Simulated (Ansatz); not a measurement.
# Structures of Zr2Ta: which is lowest?

Plane-wave DFT in Ansatz with scalar-relativistic PAW potentials, cutoff 420 eV, Γ-centred meshes chosen by cell and gap, Gaussian smearing with energies taken to zero width. Every cell was relaxed (cell and atoms) in a run of its own, within the symmetry of its start. Functional: PBE.

Relaxed structures (starts from databases or built by putting these elements on another compound's sites):
A. Fm-3m, 3 atoms in the computed cell, a = 6.610 Å; sites (symmetry × multiplicity) Zr -43m × 8, Ta m-3m × 4; start: built
B. Fd-3m, 6 atoms in the computed cell, a = 7.991 Å; sites (symmetry × multiplicity) Zr .-3m × 16, Ta -43m × 8; start: built

Rank them by energy. Could pressure change the order?

| structure | group | E − E(lowest) (meV/atom) | V (Å³/atom) | gap on mesh (eV) |
| --- | --- | --- | --- | --- |
| B | Fd-3m | 0.0 | 21.26 | 0.00 |
| A | Fm-3m | 206 | 24.06 | 0.00 |

B is lowest, 206 meV/atom under A. The lowest is also the densest of these, so pressure wouldn't bring one of the others in at first order. Other structures may lie lower than all of these, and vibrations aren't counted.

Spin-orbit coupling is left out, which matters for the bands of heavy elements.